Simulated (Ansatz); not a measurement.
Bi (A7 type, space group R-3m)

```cif
data_Bi6
_chemical_formula_sum 'Bi6'
_space_group_name_H-M_alt 'R-3m :H'
_space_group_IT_number 166
_space_group_name_Hall '-R 3 2"'
_cell_length_a 4.53322
_cell_length_b 4.53322
_cell_length_c 11.65367
_cell_angle_alpha 90.000
_cell_angle_beta 90.000
_cell_angle_gamma 120.000
loop_
_atom_site_label
_atom_site_type_symbol
_atom_site_symmetry_multiplicity
_atom_site_Wyckoff_symbol
_atom_site_fract_x
_atom_site_fract_y
_atom_site_fract_z
_atom_site_occupancy
Bi1 Bi 6 c 0.00000 0.00000 0.23718 1
```
(The calculation used a cell of 2 atoms; values per cell refer to that cell.)

The volume is varied about the relaxed value V₀ at fixed cell shape. The atoms relax within the cell's symmetry.

These are PBE-D3(BJ) (plane waves to 420 eV, PAW, scalar-relativistic; Ansatz, a quantum-chemistry and plane-wave program) values and carry that method's errors. k mesh 13×13×13 (Γ-centred), Fermi-Dirac smearing 0.05 eV. Energies are smeared free energies. Compression counts positive. Bi was relaxed with its symmetry unable to fall. Spin-orbit coupling is left out, though Bi is heavy. The zero of ΔE is the relaxed starting cell.

**Question.** Give the computed ΔE (meV/atom) and P (GPa) at V/V₀ = 0.920, 0.947, 0.973, 1.027, 1.080, 1.107.

**Answer.** 
```tsv
V/V₀	ΔE (meV/atom)	P (GPa)
0.920	33	4.2
0.947	14	2.6
0.973	3	1.2
1.027	3	-1.0
1.080	24	-2.6
1.107	41	-3.2
```

(Under strain, the slope of the energy per volume gives the stress and its curvature an elastic modulus.)
